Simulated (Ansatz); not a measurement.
Ansatz (a first-principles code) input:

Ansatz 0.2 input:
```yaml
crystal:
  lattice:
    - [3.1584258067, 0.0, 0.0]
    - [-1.5792129033, 2.7352769845, 0.0]
    - [0.0, 0.0, 5.2415560035]
  atoms:
    - { symbol: B, position: [0.6666666667, 0.3333333333, 0.5004767057] }
    - { symbol: B, position: [0.3333333333, 0.6666666667, 0.0004767057] }
    - { symbol: P, position: [0.6666666667, 0.3333333333, 0.8745232943] }
    - { symbol: P, position: [0.3333333333, 0.6666666667, 0.3745232943] }
kpoints:
  mp_grid: { grid: [10, 10, 5] }
hamiltonian:
  xc: lda
  pseudopotentials: { azcp: { folder: ./paw }, kind: paw }
scf:
  occupations: { method: fixed }
elastic: { mode: relaxed_ion, stencil: two_point, amplitude: 0.005, f_tol: 0.0005 }
output: { polarization: {} }
```

Output (shortened):

```
Pseudopotential: B, paw, valence charge 3
Pseudopotential: P, paw, valence charge 5
Functional definition: SPW92
Crystal: 4 atoms, lattice volume = 45.283 Å³
Basis set: ecut = 420 eV, 881 PW (Γ)
Bands: 12, of which v1, the nominal top of the filled ones, is band 8 counted from 1 (7 counted from 0)
Symmetry: 12 space group operations
Space group: P63mc (ITA 186), of the structure as read, at distance tolerance 3.6e-5 Å
k-points: 42 of 500 (time reversal used)
SCF 1 converged in 10 iterations: F = -1753.235383 eV  dr2 = 2.39e-14
Crystal: 4 atoms, lattice volume = 45.056 Å³
Symmetry: 4 space group operations
k-points: 93 of 500 (time reversal used)
SCF 2 converged in 8 iterations: F = -1753.233760 eV  dr2 = 2.36e-14
relax step   1: F+E_penalty+E_count = -1753.23375953 eV  Δ(F+E_penalty+E_count) = +0.000e0 eV  max|allowed force component| = 3.613e-2 eV/Å  Δτ_max = 0.0000 Å  (8 SCF iters, accepted)
Crystal: 4 atoms, lattice volume = 45.056 Å³
SCF 3 converged in 7 iterations: F = -1753.233833 eV  dr2 = 2.22e-14
relax step   2: F+E_penalty+E_count = -1753.23383276 eV  Δ(F+E_penalty+E_count) = -7.323e-5 eV  max|allowed force component| = 1.962e-2 eV/Å  Δτ_max = 0.0006 Å  (7 SCF iters, accepted)
Crystal: 4 atoms, lattice volume = 45.056 Å³
SCF 4 converged in 7 iterations: F = -1753.233862 eV  dr2 = 2.17e-14
relax step   3: F+E_penalty+E_count = -1753.23386211 eV  Δ(F+E_penalty+E_count) = -2.935e-5 eV  max|allowed force component| = 1.893e-4 eV/Å  Δτ_max = 0.0008 Å  (7 SCF iters, accepted)
Crystal: 4 atoms, lattice volume = 45.056 Å³
SCF 5 converged in 2 iterations: F = -1753.233862 eV  dr2 = 2.48e-15
Crystal: 4 atoms, lattice volume = 45.509 Å³
Basis set: ecut = 420 eV, 889 PW (Γ)
SCF 6 converged in 8 iterations: F = -1753.233776 eV  dr2 = 2.28e-14
relax step   1: F+E_penalty+E_count = -1753.23377596 eV  Δ(F+E_penalty+E_count) = +0.000e0 eV  max|allowed force component| = 3.441e-2 eV/Å  Δτ_max = 0.0000 Å  (8 SCF iters, accepted)
Crystal: 4 atoms, lattice volume = 45.509 Å³
SCF 7 converged in 7 iterations: F = -1753.233845 eV  dr2 = 2.52e-14
relax step   2: F+E_penalty+E_count = -1753.23384527 eV  Δ(F+E_penalty+E_count) = -6.931e-5 eV  max|allowed force component| = 1.847e-2 eV/Å  Δτ_max = 0.0006 Å  (7 SCF iters, accepted)
Crystal: 4 atoms, lattice volume = 45.509 Å³
SCF 8 converged in 7 iterations: F = -1753.233872 eV  dr2 = 9.72e-15
relax step   3: F+E_penalty+E_count = -1753.23387228 eV  Δ(F+E_penalty+E_count) = -2.701e-5 eV  max|allowed force component| = 1.965e-4 eV/Å  Δτ_max = 0.0007 Å  (7 SCF iters, accepted)
Crystal: 4 atoms, lattice volume = 45.509 Å³
SCF 9 converged in 2 iterations: F = -1753.233872 eV  dr2 = 2.06e-15
Crystal: 4 atoms, lattice volume = 45.056 Å³
SCF 10 converged in 8 iterations: F = -1753.233608 eV  dr2 = 1.04e-14
relax step   1: F+E_penalty+E_count = -1753.23360756 eV  Δ(F+E_penalty+E_count) = +0.000e0 eV  max|allowed force component| = 4.209e-2 eV/Å  Δτ_max = 0.0000 Å  (8 SCF iters, accepted)
Crystal: 4 atoms, lattice volume = 45.056 Å³
SCF 11 converged in 6 iterations: F = -1753.233673 eV  dr2 = 9.71e-14
relax step   2: F+E_penalty+E_count = -1753.23367326 eV  Δ(F+E_penalty+E_count) = -6.569e-5 eV  max|allowed force component| = 2.187e-2 eV/Å  Δτ_max = 0.0005 Å  (6 SCF iters, accepted)
Crystal: 4 atoms, lattice volume = 45.056 Å³
SCF 12 converged in 7 iterations: F = -1753.233698 eV  dr2 = 8.69e-15
relax step   3: F+E_penalty+E_count = -1753.23369763 eV  Δ(F+E_penalty+E_count) = -2.437e-5 eV  max|allowed force component| = 7.912e-5 eV/Å  Δτ_max = 0.0006 Å  (7 SCF iters, accepted)
Crystal: 4 atoms, lattice volume = 45.056 Å³
SCF 13 converged in 2 iterations: F = -1753.233698 eV  dr2 = 1.49e-15
Crystal: 4 atoms, lattice volume = 45.509 Å³
SCF 14 converged in 8 iterations: F = -1753.233591 eV  dr2 = 1.63e-14
relax step   1: F+E_penalty+E_count = -1753.23359098 eV  Δ(F+E_penalty+E_count) = +0.000e0 eV  max|allowed force component| = 3.656e-2 eV/Å  Δτ_max = 0.0000 Å  (8 SCF iters, accepted)
Crystal: 4 atoms, lattice volume = 45.509 Å³
SCF 15 converged in 7 iterations: F = -1753.233643 eV  dr2 = 1.65e-15
relax step   2: F+E_penalty+E_count = -1753.23364307 eV  Δ(F+E_penalty+E_count) = -5.209e-5 eV  max|allowed force component| = 1.899e-2 eV/Å  Δτ_max = 0.0005 Å  (7 SCF iters, accepted)
Crystal: 4 atoms, lattice volume = 45.509 Å³
SCF 16 converged in 7 iterations: F = -1753.233662 eV  dr2 = 4.72e-15
relax step   3: F+E_penalty+E_count = -1753.23366226 eV  Δ(F+E_penalty+E_count) = -1.919e-5 eV  max|allowed force component| = 6.171e-5 eV/Å  Δτ_max = 0.0005 Å  (7 SCF iters, accepted)
Crystal: 4 atoms, lattice volume = 45.509 Å³
SCF 17 converged in 2 iterations: F = -1753.233662 eV  dr2 = 7.17e-16
Crystal: 4 atoms, lattice volume = 45.282 Å³
Symmetry: 2 space group operations
k-points: 141 of 500 (time reversal used)
SCF 18 converged in 9 iterations: F = -1753.234847 eV  dr2 = 2.15e-14
relax step   1: F+E_penalty+E_count = -1753.23484710 eV  Δ(F+E_penalty+E_count) = +0.000e0 eV  max|allowed force component| = 3.175e-2 eV/Å  Δτ_max = 0.0000 Å  (9 SCF iters, accepted)
Crystal: 4 atoms, lattice volume = 45.282 Å³
SCF 19 converged in 7 iterations: F = -1753.234883 eV  dr2 = 6.49e-14
relax step   2: F+E_penalty+E_count = -1753.23488340 eV  Δ(F+E_penalty+E_count) = -3.630e-5 eV  max|allowed force component| = 1.665e-2 eV/Å  Δτ_max = 0.0004 Å  (7 SCF iters, accepted)
Crystal: 4 atoms, lattice volume = 45.282 Å³
SCF 20 converged in 8 iterations: F = -1753.234897 eV  dr2 = 3.89e-15
relax step   3: F+E_penalty+E_count = -1753.23489716 eV  Δ(F+E_penalty+E_count) = -1.376e-5 eV  max|allowed force component| = 3.077e-5 eV/Å  Δτ_max = 0.0004 Å  (8 SCF iters, accepted)
Crystal: 4 atoms, lattice volume = 45.282 Å³
SCF 21 converged in 2 iterations: F = -1753.234897 eV  dr2 = 7.39e-16
Crystal: 4 atoms, lattice volume = 45.282 Å³
SCF 22 converged in 9 iterations: F = -1753.234847 eV  dr2 = 2.02e-14
relax step   1: F+E_penalty+E_count = -1753.23484710 eV  Δ(F+E_penalty+E_count) = +0.000e0 eV  max|allowed force component| = 3.175e-2 eV/Å  Δτ_max = 0.0000 Å  (9 SCF iters, accepted)
Crystal: 4 atoms, lattice volume = 45.282 Å³
SCF 23 converged in 6 iterations: F = -1753.234883 eV  dr2 = 7.79e-14
relax step   2: F+E_penalty+E_count = -1753.23488340 eV  Δ(F+E_penalty+E_count) = -3.630e-5 eV  max|allowed force component| = 1.665e-2 eV/Å  Δτ_max = 0.0004 Å  (6 SCF iters, accepted)
Crystal: 4 atoms, lattice volume = 45.282 Å³
SCF 24 converged in 7 iterations: F = -1753.234897 eV  dr2 = 6.01e-14
relax step   3: F+E_penalty+E_count = -1753.23489716 eV  Δ(F+E_penalty+E_count) = -1.376e-5 eV  max|allowed force component| = 3.089e-5 eV/Å  Δτ_max = 0.0004 Å  (7 SCF iters, accepted)
Crystal: 4 atoms, lattice volume = 45.282 Å³
SCF 25 converged in 2 iterations: F = -1753.234897 eV  dr2 = 6.24e-15
SCF converged after 10 iterations
Free energy (F): -1753.235383 eV
Harris-Foulkes:  -1753.235383 eV  (|F-HF|=4.55e-13)
Internal energy: -1753.235383 eV  (E = F + TS)
E sigma→0 (E₀):  -1753.235383 eV
Fermi energy:    9.784232 eV
--- Per-component energies (eV) ---
  E_band       = 46.096691
  E_kinetic    = 244.820224
  E_local      = -123.637752  (includes V_loc(G=0)·N_el)
  E_nonlocal   = 83.524701
  E_hartree    = 34.033960
  E_xc         = -213.148050
  E_vxc        = -204.047919  (∫ρ·V_xc dr)
  E_paw        = -1202.854892  (= ΣΔE_a)
  E_vpaw       = -22.630501  (= ΣTr[D̂ρ^β])
  E_aug_tail   = 0.000017  (compensation charges beyond the density's cutoff)
  E_ewald      = -576.299962
  E_core_change = 0.326372  (= ΣΔE_core)
  E_smearing   =  0.000000  (= −TS)
  E_closure    = 0.000000  (closes the sum)
  Σ components = -1753.235383   (vs F -1753.235383, Δ=0.00e0)
--- Forces (eV/Å), atoms counted from 1 ---
  atom   1  B      0.00000000     0.00000000    -0.00039958
  atom   2  B      0.00000000     0.00000000    -0.00039958
  atom   3  P      0.00000000     0.00000000     0.00039614
  atom   4  P      0.00000000     0.00000000     0.00039614
  max |Σ_I F_I| component: 6.86e-6 eV/Å
--- Stress (GPa, compression-positive) ---
       -0.007639       0.000000       0.000000
        0.000000      -0.007639       0.000000
        0.000000       0.000000      -0.021707
  P = ⅓ Tr σ = -0.0123 GPa (-0.123 kbar)
--- Band table (eV; the first three rows and the last of 42) ---
  k-point 0: bands = ["-6.2236", "-2.8782", "0.2096", "7.6241", "7.6241", "9.3199", "9.7842", "9.7842", "12.5128", "12.5128", "12.9814", "13.1311"]
  k-point 1: bands = ["-6.0430", "-3.5725", "1.2335", "7.7672", "7.7672", "8.0200", "9.4550", "9.4550", "12.8216", "12.8216", "13.2148", "13.4563"]
  k-point 2: bands = ["-5.5079", "-4.6472", "3.2760", "5.6598", "8.1792", "8.1792", "8.7958", "8.7958", "13.4327", "13.5160", "13.5160", "13.6389"]
  k-point 41: bands = ["-1.8050", "-1.4237", "0.9845", "1.3557", "2.9267", "3.6986", "6.3807", "6.8380", "13.0151", "13.1670", "13.8056", "15.7596"]
--- Elastic constants: 3 strain directions × 2 members + reference (group order 12) ---
  dense FFT box of the reference and of every strained cell: 24×24×36
  strains applied: 11, 33, 23; error gains …
  C = ∂σ_k/∂η_j (tension-positive GPa; Voigt order 11 22 33 23 13 12):
       427.442     66.164     29.496      0.000      0.000      0.000
        66.164    427.442     29.496      0.000      0.000      0.000
        29.495     29.495    480.996      0.000      0.000      0.000
         0.000      0.000      0.000    137.967      0.000      0.000
         0.000      0.000      0.000      0.000    137.967      0.000
         0.000      0.000      0.000      0.000      0.000    180.639
  reference stress σ⁰ (GPa):      0.008      0.008      0.022      0.000      0.000      0.000
  moduli (Voigt/Reuss/Hill, GPa): K = 176.24/176.20/176.22   G = 172.03/166.36/169.20   E = 384.52   ν = 0.136
  mechanically stable: yes (min eigenvalue of sym C = 137.97 GPa)
  e, the proper piezoelectric tensor (elastic.mode: relaxed_ion; C/m²; rows x y z; Voigt order 11 22 33 23 13 12):
       0.00000    0.00000    0.00000    0.00000    0.11031    0.00000
       0.00000    0.00000    0.00000    0.11031    0.00000    0.00000
       0.13947    0.13947   -0.31735    0.00000    0.00000    0.00000
  ±, each entry's uncertainty from the finite density of the strings (C/m²), an estimate: the size of the correction for it that the entry includes:
       0.00000    0.00000    0.00000    0.00000    0.00323    0.00000
       0.00000    0.00000    0.00000    0.00323    0.00000    0.00000
       0.00010    0.00010    0.00620    0.00000    0.00000    0.00000
  strain η (Voigt 11):  stress-route row diagonal C_11 = 427.44 GPa, energy-path curvature d²(F+E_count+ΔE)/dδ²/Ω₀ = 427.44 GPa
         δ    σ_11 (GPa)             F (eV)   n_scf  n_hpsi   n_pw
    -5.000e-3      -2.1602       -1753.2338621       2   11023    895   relax 3 steps, max|allowed force component| 1.89e-4 eV/Å
     5.000e-3       2.1143       -1753.2338723       2   10942    905   relax 3 steps, max|allowed force component| 1.97e-4 eV/Å
  strain η (Voigt 33):  stress-route row diagonal C_33 = 481.00 GPa, energy-path curvature d²(F+E_count+ΔE)/dδ²/Ω₀ = 481.01 GPa
         δ    σ_33 (GPa)             F (eV)   n_scf  n_hpsi   n_pw
    -5.000e-3      -2.4177       -1753.2336976       2    4936    892   relax 3 steps, max|allowed force component| 7.91e-5 eV/Å
     5.000e-3       2.3922       -1753.2336623       2    4950    903   relax 3 steps, max|allowed force component| 6.17e-5 eV/Å
  strain η (Voigt 23):  stress-route row diagonal C_44 = 137.97 GPa, energy-path curvature d²(F+E_count+ΔE)/dδ²/Ω₀ = 137.95 GPa
         δ    σ_23 (GPa)             F (eV)   n_scf  n_hpsi   n_pw
    -5.000e-3      -0.6898       -1753.2348972       2   16583    897   relax 3 steps, max|allowed force component| 3.08e-5 eV/Å
     5.000e-3       0.6898       -1753.2348972       2   17029    897   relax 3 steps, max|allowed force component| 3.09e-5 eV/Å
--- Formal polarisation (Berry phase): one branch of a lattice of values; only differences between neighbouring runs are physical ---
  axis  mesh            electronic          ionic      p = total  spread (rad)  least overlap  resolved gap  δp at fixed H ≤   (phases in cycles; p mod 1 …
  b1    10×10×5         0.00000000     8.00000000     8.00000000      0.000000         0.8946        2.7285           4.5e-6
  b2    10×10×5         0.00000000     8.00000000     8.00000000      0.000000         0.8946        2.7285           4.5e-6
  b3    10×10×5         0.01043286     7.74809318     7.75852603      0.172518         0.8746        2.7285           2.9e-6
  quantum along a1:   0.06974908 e/Å² =   111.750340 µC/cm²
  quantum along a2:   0.06974908 e/Å² =   111.750340 µC/cm²
  quantum along a3:   0.11575187 e/Å² =   185.454939 µC/cm²
  P = (  0.27899630,   0.48323577,   0.89806388) e/Å² = (  447.001359,   774.229065,  1438.856970) µC/cm²  (mod the quanta)
```

Cost: very roughly 50 core-seconds on shared cores.

Space group P6_3mc (wurtzite). The first step of the workflow began from a Materials Project structure, measured or hypothetical; the Crystallography Open Database copy checked does not list it. It is not the phase usual at ambient conditions (space group No. 216). The cell was relaxed with LDA under the symmetry of its start; its stability against distortions is not shown here.

Potentials: the earlier of the program's two PAW sets. The files were generated under PBE; for other functionals the program regenerates the frozen cores, and for LDA and PBEsol the local potential too.

Ansatz is a plane-wave DFT program.
